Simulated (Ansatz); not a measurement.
Values for one crystal, relaxed and computed with r²SCAN+D4 (plane waves, PAW; program Ansatz); other levels are named.

- Volume per atom: 12.69 Å³
- Band gap: 10.17 eV (indirect)
- Conduction-band minimum: at R (k = 0.000, 0.500, 0.500) (2 equivalent valleys)
- Smallest direct gap on the standard path: 10.66 eV
- Valence-band maximum: on the Γ–Y line, 65 % of the way from Γ (k = 0.323, 0.323, 0.000)

Which of these materials gives this?
(A) Ge, diamond
(B) S, S12-ring
(C) N, P4_2/mnm (N on 4f)
(D) H, Cmce (H on 8f)

D, H, Cmce (H on 8f)

The first step of the workflow began from a Materials Project structure, measured or hypothetical; the Crystallography Open Database copy checked does not list it. It is not the usual solid phase (space group No. 194). The cell was relaxed with r²SCAN+D4 under the symmetry of its start; its stability against distortions is not shown here. The substance is a gas or liquid at ambient conditions.

Potentials: the later of the program's two PAW sets.
